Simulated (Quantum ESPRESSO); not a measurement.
```xyz
3
Lattice="3.7100 0.0000 0.0000 -1.8550 3.2129 0.0000 0.0000 0.0000 15.6000" Properties=species:S:1:pos:R:3 pbc="T T T"
Se     1.8550     1.0710    -1.3212
Se     0.0000     2.1419     1.3212
Pt     0.0000     0.0000     0.0000
```

The layer was cut from Materials Project entry mp-1115 and relaxed with PBE+D3(BJ) in a cell 15.6 Å high, with the Coulomb interaction truncated along z.

Problem. What does PBE (stringent potentials; Quantum ESPRESSO, PseudoDojo norm-conserving, 104 Ry, scalar-relativistic) give for the electronic structure near the Fermi level?

Solution. The PBE gap is indirect, 1.37 eV, from 11 % of the way from Γ to M to 44 % of the way from Γ to M; the smallest direct gap is 1.59 eV. The valence-band maximum lies 5.66 eV below the vacuum level. Spin-orbit coupling is left out, which matters for elements this heavy: edges can move by tenths of an eV.
